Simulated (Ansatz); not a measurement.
## Thickness series of a surface: fcc Ni (111)

All-electron LAPW in Ansatz 0.2.0 under PBEsol, scalar-relativistic, energies extrapolated to zero smearing, no spin–orbit coupling, ferromagnetic start (antiferromagnetic order not tried). The 1×1 slabs (area 5.19 Å²) are cut from the bulk relaxed on PAW files, and their atoms are relaxed; γ counts from the bulk energy, Δd12 is the change of the outer spacing. No reconstruction is allowed, and meshes differ a little between slabs.

```json
{"planes": "5", "γ (J/m²)": "2.318", "Φ (eV)": "5.23", "Δd12 (%)": "?"}
{"planes": "6", "γ (J/m²)": "2.336", "Φ (eV)": "5.23", "Δd12 (%)": "-1.4"}
{"planes": "7", "γ (J/m²)": "2.321", "Φ (eV)": "5.23", "Δd12 (%)": "-1.4"}
```

Question: Fill in "Δd12 (%)" for the row "5".

Answer: -1.3.

Question: How far have the values settled with thickness?

Answer: Between 6 and 7 planes γ moves by -0.6 % and Φ by 0.00 eV. Thin films carry quantum-size oscillations, so two neighbours that agree don't prove convergence.
